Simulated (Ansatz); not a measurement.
# Structure relaxation, MoS2

The start is a generated cell, MoS2 built in the AFLOW prototype AB2_hP6_194_c_ad (B8_2, as in InNi2). The cell and all atomic positions are relaxed at zero pressure with r2SCAN (plane waves to 500 eV, PAW, scalar-relativistic; Ansatz, a program for electronic structure). The first steps use a coarse 6×6×4 k-mesh.

Initial structure:
```yaml
crystal:
  lattice:
    - [4.65145, 0.00000, 0.00000]
    - [-2.32572, 4.02827, 0.00000]
    - [0.00000, 0.00000, 5.69930]
  atoms:
    - { symbol: Mo, position: [0.33333, 0.66667, 0.25000] }
    - { symbol: Mo, position: [0.66667, 0.33333, 0.75000] }
    - { symbol: S, position: [0.00000, 0.00000, 0.00000] }
    - { symbol: S, position: [0.00000, 0.00000, 0.50000] }
    - { symbol: S, position: [0.33333, 0.66667, 0.75000] }
    - { symbol: S, position: [0.66667, 0.33333, 0.25000] }
```

**Question.** How large is the pressure on the unrelaxed cell, and of which sign?

**Answer.** -18 GPa (negative: the cell is under tension).

**Question.** How does the volume per atom move from start to end?

**Answer.** +1.2 %, from 17.80 to 18.02 Å³/atom.

**Question.** How do the shortest distances between atoms change?

**Answer.** The closest pairs of elements (up to four, under 3.6 Å), start → end: Mo–S 2.69 → 2.34 Å; S–S 2.85 → 3.01 Å.

**Question.** Is the relaxed structure metallic? Give its gap.

**Answer.** No gap (metallic).

**Question.** The last rounds were run with spin polarisation. What moments result?

**Answer.** Net 0.63 μB/atom, ferromagnetic.

**Question.** What does it relax into? Give the structure.

**Answer.** 
Space group P6₃/mmc (No. 194); a = b = 4.0597 Å, c = 7.5736 Å, α = β = 90.00°, γ = 120.00°

```
atom  site  symmetry       x       y       z
----  ----  --------  ------  ------  ------
Mo      2c      -6m2  0.3333  0.6667  0.2500
S       2a      -3m.  0.0000  0.0000  0.0000
S       2d      -6m2  0.6667  0.3333  0.2500
```

The space group stays P6₃/mmc (No. 194) (the run could not lower it), with 6 atoms in the primitive magnetic cell. Final values are on a 13×13×6 k-mesh of the relaxed cell. The first round had no spin; a later round switched it on. Spin state reached: ferromagnetic (net 0.63 μB/atom); other spin orders were not run from this start.

The run could not lose the symmetry of its start.

All atoms sit on sites fixed by symmetry, so only the cell could relax.

The first start was generated by placing the elements on the sites of a structure type. A measured structure of MoS2 has the same space group, P6₃/mmc (No. 194); the sites were not compared with it.
